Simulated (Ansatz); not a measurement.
Si: a jump of K

Level of theory: DFT PBE, scalar-relativistic, plane waves, PAW (Ansatz 0.2.0). Run with 420 eV cutoff, 2×2×2 k-mesh, shifted by half a step, Gaussian smearing of 0.02 eV, no spin polarisation.

In a supercell of 32 host sites with charge +1, interstitial K hops to an equivalent place, moving 2.37 Å between the relaxed ends. Climbing-image nudged elastic band at fixed cell with images 0 (start) to 6 (end), the path measured over all atoms, converged to 0.05 eV/Å; the order of the saddle wasn't checked, and the small cell leaves errors of about a tenth of an eV.

Command:

```bash
ansatz run input.yaml --threads 8 --pin off --max-ram 20480MiB --backend cpu --events-out ev --progress --plain --runs-dir out
```

Input:

```yaml
crystal:
  lattice:
    - [-5.4700937627, -5.4700937627, 5.4700937627]
    - [5.4700937627, -5.4700937627, -5.4700937627]
    - [5.4700937627, 5.4700937627, 5.4700937627]
  atoms:
    - { symbol: Si, position: [0.2492151159, 0.7462476388, 0.7462527546] }
    - { symbol: Si, position: [-4.794e-06, 0.7267825521, -1.37566e-05] }
    - { symbol: Si, position: [0.497008391, 0.4970046576, 0.75076122] }
    - { symbol: Si, position: [0.2537517207, 0.5029578397, 3.0639e-06] }
    - { symbol: Si, position: [4.6157e-06, 0.502965972, 0.2537540832] }
    - { symbol: Si, position: [0.7462454247, 0.7462388799, 0.2492090617] }
    - { symbol: Si, position: [0.4969979403, 0.7507679104, 0.496999879] }
    - { symbol: Si, position: [-5.1073e-06, -1.47516e-05, 0.7267755069] }
    - { symbol: Si, position: [0.7462405051, 0.2491975704, 0.7462389505] }
    - { symbol: Si, position: [0.5030046394, 0.2537733223, 7.65e-06] }
    - { symbol: Si, position: [0.2732385423, 0.2732341335, 0.2732346956] }
    - { symbol: Si, position: [5.1415e-06, 0.2537681829, 0.5029826286] }
    - { symbol: Si, position: [0.750779934, 0.4970352948, 0.4970404799] }
    - { symbol: Si, position: [0.7267633532, -8.4963e-06, -8.0632e-06] }
    - { symbol: Si, position: [0.5029960034, 1.7343e-06, 0.2537566184] }
    - { symbol: Si, position: [0.2537485099, -1.7343e-06, 0.5029660785] }
    - { symbol: Si, position: [0.2499853774, 0.7500028306, 0.5000006896] }
    - { symbol: Si, position: [7.46e-07, 0.7409579524, 0.7409588475] }
    - { symbol: Si, position: [0.516270666, 0.5162886862, 0.5162776162] }
    - { symbol: Si, position: [0.2500025368, 0.5000056816, 0.7500190387] }
    - { symbol: Si, position: [-6.636e-06, 0.4837258185, -6.896e-07] }
    - { symbol: Si, position: [0.7409282818, 0.7409328655, -2.4598e-05] }
    - { symbol: Si, position: [0.499999254, 0.7499852895, 0.249981937] }
    - { symbol: Si, position: [-6.0605e-06, 1.19659e-05, 0.4837219489] }
    - { symbol: Si, position: [0.7500070028, 0.2500098642, 0.500017166] }
    - { symbol: Si, position: [0.5000030447, 0.2499863434, 0.7499853931] }
    - { symbol: Si, position: [0.2590763207, 0.2590391958, -3.068e-06] }
    - { symbol: Si, position: [-7.5042e-06, 0.2590389128, 0.2590517592] }
    - { symbol: Si, position: [0.7500236731, 0.5000184425, 0.25002212] }
    - { symbol: Si, position: [0.7409265115, -3.80896e-05, 0.7409318274] }
    - { symbol: Si, position: [0.4837182044, 1.41176e-05, 2.7166e-06] }
    - { symbol: Si, position: [0.2590769256, -3.8423e-06, 0.25905273] }
    - { symbol: K, position: [1.66634e-05, 2.14548e-05, 2.59162e-05] }
total_charge: 1
basis:
  ecutwfc: 420
  xc_grid: 2
kpoints:
  mp_grid: { grid: [2, 2, 2], shift: [0.5, 0.5, 0.5] }
hamiltonian:
  xc: pbe
scf:
  occupations: { method: gaussian, width: 0.02 }
output:
  forces: true
neb:
  images: 5
  f_tol: 0.05
  max_iterations: 70
  order_check: false
  final_atoms:
    - { symbol: Si, position: [0.2499971694, 0.7500146226, 0.7499993104] }
    - { symbol: Si, position: [3.8423e-06, 0.7409230744, -0.00905273] }
    - { symbol: Si, position: [0.4837113138, 0.483729334, 0.7337223838] }
    - { symbol: Si, position: [0.2500147105, 0.500000746, 1.8063e-05] }
    - { symbol: Si, position: [-1.41176e-05, 0.5162817956, 0.2499972834] }
    - { symbol: Si, position: [0.7409608042, 0.7409236793, 0.250003068] }
    - { symbol: Si, position: [0.4999943184, 0.7499974632, 0.4999809613] }
    - { symbol: Si, position: [-1.19659e-05, 6.0605e-06, 0.7662780511] }
    - { symbol: Si, position: [0.7499901358, 0.2499929972, 0.749982834] }
    - { symbol: Si, position: [0.4999815575, 0.2499763269, -2.212e-05] }
    - { symbol: Si, position: [0.2590671345, 0.2590717182, 0.250024598] }
    - { symbol: Si, position: [3.80896e-05, 0.2590734885, 0.5090681726] }
    - { symbol: Si, position: [0.7500136566, 0.4999969553, 0.5000146069] }
    - { symbol: Si, position: [0.7409610872, 7.5042e-06, -0.0090517592] }
    - { symbol: Si, position: [0.5162741815, 6.636e-06, 0.2500006896] }
    - { symbol: Si, position: [0.2590420476, -7.46e-07, 0.5090411525] }
    - { symbol: Si, position: [0.2537523612, 0.7507848841, 0.5037472454] }
    - { symbol: Si, position: [1.7343e-06, 0.7462514901, 0.7470339215] }
    - { symbol: Si, position: [0.5029953424, 0.502991609, 0.49923878] }
    - { symbol: Si, position: [0.2492320896, 0.5030020597, 0.753000121] }
    - { symbol: Si, position: [-1.7343e-06, 0.4970039966, -0.0037566184] }
    - { symbol: Si, position: [0.7267658665, 0.7267614577, -0.0232346956] }
    - { symbol: Si, position: [0.4970421603, 0.7462482793, 0.2499969361] }
    - { symbol: Si, position: [1.47516e-05, 5.1073e-06, 0.5232244931] }
    - { symbol: Si, position: [0.7508024296, 0.2537594949, 0.5037610495] }
    - { symbol: Si, position: [0.5029647052, 0.249220066, 0.7529595201] }
    - { symbol: Si, position: [0.2537611201, 0.2537545753, 0.0007909383] }
    - { symbol: Si, position: [8.4963e-06, 0.2732366468, 0.2500080632] }
    - { symbol: Si, position: [0.7462266777, 0.4969953606, 0.24999235] }
    - { symbol: Si, position: [0.7462318171, -5.1415e-06, 0.7470173714] }
    - { symbol: Si, position: [0.497034028, -4.6157e-06, -0.0037540832] }
    - { symbol: Si, position: [0.2732174479, 4.794e-06, 0.2500137566] }
    - { symbol: K, position: [-2.14548e-05, -1.66634e-05, 0.2499740838] }
```

Course of the band:

```json
{"iteration": "1", "largest band force (eV/Å)": "1.933", "climbing image": "none", "energies over image 0 (eV)": "0.000 0.707 1.981 2.622 1.981 0.707 0.000"}
{"iteration": "2", "largest band force (eV/Å)": "0.558", "climbing image": "none", "energies over image 0 (eV)": "0.000 0.324 1.159 1.676 1.159 0.324 0.000"}
{"iteration": "3", "largest band force (eV/Å)": "0.062", "climbing image": "3", "energies over image 0 (eV)": "0.000 0.324 1.126 1.587 1.126 0.324 0.000"}
{"iteration": "4", "largest band force (eV/Å)": "0.007", "climbing image": "3", "energies over image 0 (eV)": "0.000 0.324 1.124 1.584 1.124 0.324 0.000"}
```

Final band:

```tsv
image	path (Å)	E − E(0) (eV)	K x (Å)	K y (Å)	K z (Å)	force on K (eV/Å)
0	0.00	0.000	0.000	0.000	0.000	0.00
1	0.46	0.324	0.182	0.182	0.182	1.25
2	0.92	1.124	0.423	0.423	0.423	1.65
3	1.39	1.584	0.684	0.684	0.684	0.00
4	1.85	1.124	0.945	0.945	0.945	1.65
5	2.31	0.324	1.186	1.186	1.186	1.25
6	2.77	0.000	1.367	1.368	1.367	0.00
```

Barrier 1.58 eV. It took 3.8 min on 8 threads of Intel(R) Xeon(R) Processor @ 2.50GHz (Skylake/Cascade Lake), on a shared host, peak memory 4 GiB.